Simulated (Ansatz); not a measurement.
Question: Each is relaxed and computed with PBEsol in the plane-wave PAW code Ansatz. Which is the only metal?
A. GaRu3C, anti-perovskite
B. Al3GaAs4, P-4m2 (Pearson symbol tP8)
C. Al3BC3, P6_3cm (Pearson symbol hP42)
D. GaAs, P4_2/mnm (Ga on 4g, As on 4f)

Answer: A, GaRu3C, anti-perovskite. GaRu3C: metal; GaAs: gap 0.48 eV; Al3GaAs4: gap 1.33 eV; Al3BC3: gap 1.64 eV (indirect). Typed or built starts, not in the databases checked: GaRu3C, anti-perovskite; GaAs, P4_2/mnm (Ga on 4g, As on 4f); Al3GaAs4, P-4m2 (Pearson symbol tP8). Not the usual ambient phase: GaAs, P4_2/mnm (Ga on 4g, As on 4f). Standing as an ambient phase not checked: Al3BC3, P6_3cm (Pearson symbol hP42). All cells were relaxed under the symmetry of their starts (and spin orders); stability against distortions was not tested throughout. Named crystals with no word on spin ran without spin polarisation. Spin–orbit coupling is left out wherever it is not named.

Potentials: the earlier of the program's two PAW sets. The files were generated under PBE; for other functionals the program regenerates the frozen cores, and for LDA and PBEsol the local potential too.
